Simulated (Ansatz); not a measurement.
Space group P6/mmm (No. 191). a = 3.102 Å, b = 3.102 Å, c = 3.323 Å, α = 90.00°, β = 90.00°, γ = 120.00°
```csv
atom,site,symmetry,x,y,z
Nb,1a,6/mmm,0.0000,0.0000,0.0000
B,2d,-6m2,0.3333,0.6667,0.5000
```

Equation of state of this NbB2 structure (not necessarily the ground state), with shape and atoms relaxed at each volume where symmetry leaves them free. It has no gap at any of these volumes. The calculation used Ansatz 0.2.0, DFT r2SCAN, scalar-relativistic, plane waves, PAW.

Plane waves to 500 eV, a k mesh through Γ of 18×18×14 on the computed 3-atom cell and Gaussian smearing (0.10 eV); no spin polarisation.

| V (Å³/atom) | E − E(largest V) (meV/atom) | P (GPa) |
| --- | --- | --- |
| 8.125 | 78.95 | 48.66 |
| 8.402 | 8.25 | 33.58 |
| 8.679 | -38.30 | 20.64 |
| 8.956 | -64.12 | 9.55 |
| 9.233 | -72.14 | 0.00 |
| 9.510 | -64.87 | -8.19 |
| 9.786 | -44.47 | -15.23 |
| 10.156 | 0.00 | -23.07 |

Question: Fit a third-order Birch–Murnaghan equation to E(V).

Answer: V0 = 9.23 Å³/atom, B0 = 294 GPa, B0' = 4.0.

Cost: 8 runs of about 6.7 core-minutes in all, on Arm Neoverse V1 (shared hosts).